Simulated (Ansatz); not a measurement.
The start is a generated cell, Nb built in the fcc structure type. The structure is fully relaxed (lattice and positions, P = 0) with r2SCAN (plane waves to 500 eV, PAW, scalar-relativistic; Ansatz, a quantum-chemistry and plane-wave program). The first steps use a coarse 13×13×13 k-mesh.

Input geometry:
```
CELL_PARAMETERS angstrom
      0.00000     2.07887     2.07887
      2.07887     0.00000     2.07887
      2.07887     2.07887     0.00000
ATOMIC_POSITIONS crystal
  Nb 0.00000 0.00000 0.00000
```

Question: What pressure does the first self-consistent step give?

Answer: +7.4 GPa (positive: the cell is compressed).

Question: By how much does the energy per atom fall from start to end?

Answer: 0.02 eV/atom.

Question: How does the volume per atom move from start to end?

Answer: +4.0 %, from 17.97 to 18.69 Å³/atom.

Question: How do the shortest distances between atoms change?

Answer: The closest pairs of elements (up to four, under 3.6 Å), start → end: Nb–Nb 2.94 → 2.98 Å.

Question: Is the relaxed structure metallic? Give its gap.

Answer: No gap (metallic).

Question: Write out the relaxed structure.

Answer: 
```cif
data_Nb4
_chemical_formula_sum 'Nb4'
_space_group_name_H-M_alt 'Fm-3m'
_space_group_IT_number 225
_space_group_name_Hall '-F 4 2 3'
_cell_length_a 4.21270
_cell_length_b 4.21270
_cell_length_c 4.21270
_cell_angle_alpha 90.000
_cell_angle_beta 90.000
_cell_angle_gamma 90.000
loop_
_atom_site_label
_atom_site_type_symbol
_atom_site_symmetry_multiplicity
_atom_site_Wyckoff_symbol
_atom_site_fract_x
_atom_site_fract_y
_atom_site_fract_z
_atom_site_occupancy
Nb1 Nb 4 a 0.00000 0.00000 0.00000 1
```
(The calculation used a cell of 1 atom; values per cell refer to that cell.)

The space group stays Fm-3m (No. 225) (the run could not lower it); the end is fcc (Cu type), with 1 atom in the primitive cell. Final values are on a 19×19×19 k-mesh of the relaxed cell. No spin polarisation in the result.

The run could not lose the symmetry of its start, so the end can be a saddle point.

The relaxed structure here is a generated cell of Nb: the first start was made by placing the elements on the sites of a structure type, and the end was not matched to a known phase here, so it may be hypothetical. Known forms of Nb include space group No. 229.
